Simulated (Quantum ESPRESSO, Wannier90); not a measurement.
## BN (Fmm2), plane waves to Wannier functions

```xyz
2
Lattice="-1.2516 0.0000 -2.1661 -1.2516 0.0000 2.1661 1.2516 3.4953 0.0000" Properties=species:S:1:pos:R:3 pbc="T T T"
B      0.0000     0.0000     0.0002
N      0.0000     0.0000    -1.4441
```

Cell from Materials Project (mp-685145), symmetrised, no further relaxation. Not found in the COD (Crystallography Open Database) copy used, which has the formula in other groups; not checked further. Computed values, not measurements, from PBEsol: Quantum ESPRESSO (norm-conserving PseudoDojo potentials, cutoff 68 Ry, no spin polarisation, no spin-orbit coupling) on a Γ-centred 12×12×12 mesh, then Wannier90. Density: 14×14×14 mesh, cold smearing 0.01 Ry. The cell is built of weakly bound layers, chains or molecules, whose nearest atoms lie 3.57 Å apart. Database cells relaxed without dispersion often hold them too far apart, which can enlarge gaps and weakens couplings between them; spacing and stacking were not compared with the measured crystal.

Bands 1-4 form an isolated set from -17.89 to -0.02 eV relative to the valence-band maximum (on the path) and are turned into 4 Wannier functions by minimising the spread from the start: SCDM (isolated).

Problem. Where do the functions sit, how wide are they and what are they made of?

Solution. 
```tsv
functions	spread (Å²)	nearest atom, distance (Å)	second atom, distance (Å)	weight on atomic waves
3	0.62	N 0.52	B 0.93	N 2p 48 %, B 2p 24 %, N 2s 18 %
1	1.31	N 0.23	B 1.46	N 2p 66 %, B 2p 27 %, N 2s 5 %
```

Ω_I = 2.63 Å², Ω_total = 3.18 Å²; the interpolated bands follow pw.x to 0.4 meV rms on the path. It is the lowest total spread that any start reached here.
